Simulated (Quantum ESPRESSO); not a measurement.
Different elements on one site among Hf In Pd Sc

These are calculations, not measurements. They come from Quantum ESPRESSO 7.5, a public plane-wave density functional program. Each row is one single-point run on a made-up periodic cell of eight metal atoms, with elements, volume, strain and displacements drawn at random and not relaxed, so a cell may be unstable or far from any real phase. There is no spin polarisation or spin-orbit coupling.

Settings: PBE unless stated; PseudoDojo standard norm-conserving files; Fermi-Dirac width 0.25 eV, which means electrons at about 2900 K; cutoff 1143 eV; 7 x 3 x 3 k mesh shifted half a step off Gamma. E is the free energy of the whole cell (internal energy minus TS), so a -TS column is already part of it. Stress is positive in tension, and the pressure P is minus a third of its trace.

Checks: one run of this series was repeated at a higher cutoff and on a denser mesh, which moved values by no more than 0.004 eV, 0.04 GPa and 0.012 eV/Å, and a second program with other atomic files agreed on it to 2 % rms in force and 0.5 GPa in pressure. Known limits: heavy elements are run without spin-orbit coupling, which real alloys of them have; a spin test at this wide smearing found no moment, but such smearing suppresses magnetism that the real alloy may have.

The lattice is face-centred cubic, and the cell vectors in Å are (-0.046, 2.217, 2.184); (-4.383, 4.524, -4.366); (-4.341, -4.412, 4.436), a volume of 170.23 Å³. The elements on sites 1 to 8 are In Hf Pd Hf Pd Sc Pd X. The runs change X and keep the cell and the displaced positions. The column v is a rough volume for each atom of the pure element, close to PBE values, from general knowledge and not from these runs. Energies are left out, as each element's file has its own zero.

```
run,X,v (Å³),-TS (eV),force on X (eV/Å),rms force (eV/Å),P (GPa)
1,Mg,22.9,-1.420,0.447,0.453,-7.82
2,Ti,17.3,?,?,?,?
3,Hf,22.5,-1.628,0.567,0.459,-7.35
4,Au,18.0,-1.397,0.812,0.484,-10.04
5,Ru,13.8,-1.758,0.796,0.608,-13.30
```

## Worked fit

A straight line through the runs shown gives P = -21.7 + 0.626 v GPa with v in Å³, an error of 0.067 on the slope and a scatter of 0.49 GPa. At this fixed volume the pressure tends to rise with the size of X.

## Withheld run

Question: what pressure should run 2, with Ti, give?

The fit gives -10.87 ± 0.57 GPa. The calculation gave -9.78 GPa.
